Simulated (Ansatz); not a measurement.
Molecular dynamics on a 2×2×2 supercell (24 atoms) of PbF2 (Fm-3m), relaxed with r2SCAN+rVV10. Forces come from r2SCAN in the PAW code Ansatz: constant energy and volume (NVE), velocities drawn at 1300 K, steps of 2 fs. Spin polarisation is off, nuclei are classical, and the run is far too short for thermal averages.

```yaml
crystal:
  lattice:
    - [0.0, 5.8916165671, 5.8916165671]
    - [5.8916165671, 0.0, 5.8916165671]
    - [5.8916165671, 5.8916165671, 0.0]
  atoms:
    - { symbol: Pb, position: [0.0, 0.0, 0.0] }
    - { symbol: F, position: [0.125, 0.125, 0.125] }
    - { symbol: F, position: [0.375, 0.375, 0.375] }
    - { symbol: Pb, position: [0.0, 0.0, 0.5] }
    - { symbol: F, position: [0.125, 0.125, 0.625] }
    - { symbol: F, position: [0.375, 0.375, 0.875] }
    - { symbol: Pb, position: [0.0, 0.5, 0.0] }
    - { symbol: F, position: [0.125, 0.625, 0.125] }
    - { symbol: F, position: [0.375, 0.875, 0.375] }
    - { symbol: Pb, position: [0.0, 0.5, 0.5] }
    - { symbol: F, position: [0.125, 0.625, 0.625] }
    - { symbol: F, position: [0.375, 0.875, 0.875] }
    - { symbol: Pb, position: [0.5, 0.0, 0.0] }
    - { symbol: F, position: [0.625, 0.125, 0.125] }
    - { symbol: F, position: [0.875, 0.375, 0.375] }
    - { symbol: Pb, position: [0.5, 0.0, 0.5] }
    - { symbol: F, position: [0.625, 0.125, 0.625] }
    - { symbol: F, position: [0.875, 0.375, 0.875] }
    - { symbol: Pb, position: [0.5, 0.5, 0.0] }
    - { symbol: F, position: [0.625, 0.625, 0.125] }
    - { symbol: F, position: [0.875, 0.875, 0.375] }
    - { symbol: Pb, position: [0.5, 0.5, 0.5] }
    - { symbol: F, position: [0.625, 0.625, 0.625] }
    - { symbol: F, position: [0.875, 0.875, 0.875] }
kpoints:
  mp_grid: { grid: [2, 2, 2] }
hamiltonian:
  xc: r2scan
scf:
  occupations: { method: fermi_dirac, width: 0.112 }
md:
  ensemble: nve
  temperature: 1300
  timestep: 2.0
  n_steps: 20
  initial_velocities: maxwell_boltzmann
  seed: 6703
```

Command: `ansatz run input.yaml --threads 4 --pin off --max-ram 3686MiB --backend cpu --events-out ev --progress --plain --runs-dir out`. Wall time 6 min on 4 threads of Arm Neoverse V1, with other jobs on the host, load about 1.0 per core; peak host memory 2.9 GiB.

| step | t (fs) | T (K) | free energy F from step 0 (meV/atom) | kinetic energy (meV/atom) | largest force (eV/Å) |
| --- | --- | --- | --- | --- | --- |
| 0 | 0 | 1300 | 0.0 | 161.0 | 0.00 |
| 1 | 2 | 1295 | 0.6 | 160.4 | 0.13 |
| 2 | 4 | 1279 | 2.6 | 158.4 | 0.26 |
| 3 | 6 | 1253 | 5.8 | 155.2 | 0.41 |
| 4 | 8 | 1218 | 10.2 | 150.9 | 0.58 |
| 5 | 10 | 1174 | 15.7 | 145.4 | 0.76 |
| 6 | 12 | 1122 | 22.0 | 139.0 | 0.95 |
| 7 | 14 | 1065 | 29.1 | 132.0 | 1.15 |
| 8 | 16 | 1004 | 36.7 | 124.4 | 1.36 |
| 9 | 18 | 942 | 44.4 | 116.7 | 1.56 |
| 10 | 20 | 881 | 52.0 | 109.1 | 1.76 |
| 11 | 22 | 823 | 59.1 | 102.0 | 1.93 |
| 12 | 24 | 772 | 65.6 | 95.6 | 2.08 |
| 13 | 26 | 728 | 71.0 | 90.1 | 2.18 |
| 14 | 28 | 693 | 75.4 | 85.8 | 2.23 |
| 15 | 30 | 667 | 78.5 | 82.6 | 2.22 |
| 16 | 32 | 651 | 80.6 | 80.6 | 2.17 |
| 17 | 34 | 642 | 81.6 | 79.6 | 2.13 |
| 18 | 36 | 640 | 81.9 | 79.3 | 2.07 |
| 19 | 38 | 642 | 81.6 | 79.5 | 1.98 |
| 20 | 40 | 645 | 81.2 | 79.9 | 1.88 |

The temperature starts at 1300 K, is lowest at step 18 (640 K, 36 fs) and ends at 645 K. The atoms start on their lattice sites with kinetic energy alone, so much of it first passes into potential energy. The conserved energy stays within 0.15 meV an atom. By the last step the atoms have moved 0.28 Å in the root mean square, the drift of the whole cell taken out, 0.62 Å at most.

Positions (Å) and forces (eV/Å) at step 20:
```
Pb  -0.060  -0.017  -0.153     0.128   0.162   1.084
F    1.535   1.546   1.525    -0.401   0.048   0.537
F    4.681   4.733   4.312    -1.060  -0.546  -0.219
Pb   2.925   2.829  -0.059    -0.430   0.312   0.657
F    4.588   4.337   1.493    -0.255  -0.268   0.255
F    7.452   7.708   4.448     0.301  -1.573   0.188
Pb   2.915  -0.037   2.836    -0.072  -0.168   0.101
F    4.377   1.475   4.510    -0.047   0.272  -0.384
F    7.170   4.417   7.660     0.601   0.264  -0.466
Pb   5.896   3.018   2.946    -0.552   0.129  -0.177
F    7.118   4.398   4.268     0.831  -0.114   0.204
F   10.270   7.563   7.558    -0.014  -0.404  -0.212
Pb   0.174   2.914   3.140    -0.899   0.849  -1.418
F    1.452   4.400   4.550    -0.004   0.216  -0.006
F    4.070   7.004   7.064     0.385   0.504   0.169
Pb   3.071   6.060   2.959    -0.179  -0.756  -0.590
F    4.448   7.366   4.531    -0.177   0.152  -0.115
F    7.308  10.484   7.327     0.181  -0.342   0.325
Pb   2.889   2.896   5.934     0.856   0.761   0.516
F    4.482   4.415   7.374    -0.259   0.357  -0.041
F    7.556   7.030  10.430     0.001   0.860  -0.213
Pb   5.784   5.828   5.865     0.801  -0.041   1.099
F    7.425   7.715   7.526     0.238  -0.503  -0.236
F   10.030  10.495  10.760     0.028  -0.172  -1.059
```
